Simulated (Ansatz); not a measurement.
# Kick test of a cell of ScTi₂O₂

The structure comes from a proposed guess, relaxed at this level; another structure or a mixture of phases may lie lower.

All numbers below come from Ansatz, DFT PBE, scalar-relativistic, plane waves, PAW. Cutoff 420 eV; k points 12×12×12 on the computed 5-atom cell (Γ-centred); Gaussian smearing, width 0.10 eV; no spin polarisation.

The cell below (5 atoms, space group R-3m (No. 166)) is relaxed within its symmetry.

```xyz
5
Lattice="1.5240 0.8799 7.4094 -1.5240 0.8799 7.4094 0.0000 -1.7598 7.4094" Properties=species:S:1:pos:R:3 pbc="T T T"
Sc    0.0000    0.0000    0.0000
Ti    0.0000    0.0000   17.3938
Ti    0.0000    0.0000    4.8344
O     0.0000    0.0000    8.7071
O     0.0000    0.0000   13.5211
```

For the test a repeat of it with 10 atoms (edges 3.05, 5.28, 7.62 Å) was strained at random (σ = 1.5 % a component), the atoms were moved at random (σ = 0.15 Å), and all was relaxed again on a coarse 8×4×8 mesh (in the run’s order of axes) with 0.20 eV smearing, with no symmetry imposed.

An odd number of electrons in the primitive cell allows no gap without spin; a larger cell or a magnetic state could open one.

Problem. Does it come back?

Solution. It returns, within 1 meV/atom of the unmoved cell on that mesh and with the same symmetry when read at 0.1 Å. No instability shows in this cell; modes of other wave vectors, which need another repeat, aren't tested.
